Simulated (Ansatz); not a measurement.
LuCd₂ in space group P6/mmm (No. 191; Lu on 1a, Cd on 2d), PBE (plane waves, PAW; program Ansatz), all energies at zero smearing, with the estimated change up to a 700 eV cutoff added, with one set of potentials and settings (totals compare only within such a set). Cell of 3 atoms (1 Lu, 2 Cd): -31242.113 eV.

```json
[
 {"element": "Lu", "reference phase": "P6_3/mmc, 2 atoms in the cell", "E (eV/atom)": "-14732.4262"},
 {"element": "Cd", "reference phase": "P6_3/mmc, 2 atoms in the cell", "E (eV/atom)": "-8254.4547"}
]
```

Formation energy per atom, worked out: (-31242.113 − 1×(-14732.4262) − 2×(-8254.4547))/3 = -0.259 eV/atom (-25 kJ per mol of atoms), at 0 K, without zero-point energy or fitted corrections.

The first step of the workflow began from a Materials Project structure, measured or hypothetical; the Crystallography Open Database copy checked does not list it. Its standing as an ambient phase is unchecked. The PBE relaxation kept the symmetry of its start; its stability against distortions is not shown here. The references are the lowest solids computed at this level, not always the standard phases. Scalar-relativistic: spin–orbit coupling is off unless named, which matters more the heavier the elements.

Potentials: the later of the program's two PAW sets.
